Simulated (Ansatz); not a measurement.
Given:

Mg2SeS:
```
Mg2SeS
1.0
    4.09892     0.00000     0.00000
    0.00000     4.09892     0.00000
    0.00000     0.00000     5.78453
Mg Se S
2 1 1
Cartesian
  2.04946   0.00000   4.26247
  0.00000   2.04946   1.52206
  2.04946   2.04946   0.00000
  0.00000   0.00000   2.89226
```

This is the PBEsol-relaxed structure.

All from plane-wave PAW PBEsol (Ansatz code), unless another level is named. Estimate the highest zone-centre frequency (without LO–TO term).

325 cm^-1.

Predict the Debye temperature from the elastic constants.

284 K.

Space group P-4m2. The first step of the workflow began from a Materials Project structure, measured or hypothetical; the Crystallography Open Database copy checked does not list it. Whether it is the stable phase at ambient conditions was not checked. The cell was relaxed with PBEsol under the symmetry of its start; of distortions, only those at the zone centre were tested.

Potentials: the later of the program's two PAW sets.
